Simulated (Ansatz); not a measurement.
Values for one crystal, relaxed and computed with r²SCAN (plane waves, PAW; program Ansatz); other levels are named.

```yaml
volume_per_atom: 13.20 Å³
electronic_character: metallic (no gap)
Density of states at the Fermi level: 0.32 states/eV per atom (mean over ±0.08 eV)
Bulk modulus (Birch–Murnaghan fit): 1360 kbar
Formation energy from the elements (no fitted shifts): -2017 meV/atom
Pressure derivative B′: 4.7
```

Question: Which of these materials gives this?
(A) SiSnGeC, Pmm2 (C on 1a, Si on 1c, Ge on 1d, Sn on 1b)
(B) In2TeO2, P-3m1 (In on 2d, Te on 1b, O on 2d)
(C) ScSiO, P4/nmm (Sc on 2c, Si on 2a, O on 2c)
(D) SiC, rock salt

Answer: C, ScSiO, P4/nmm (Sc on 2c, Si on 2a, O on 2c)

The start of the workflow was typed in or built on a structure type; neither database checked (COD, Materials Project) lists it. Its standing as an ambient phase is unchecked. The r²SCAN relaxation kept the symmetry of its start; its stability against distortions is not shown here. The run is not spin-polarised. The references are the lowest solids computed at this level, not always the standard phases (solids in place of the gases).

Potentials: the earlier of the program's two PAW sets.
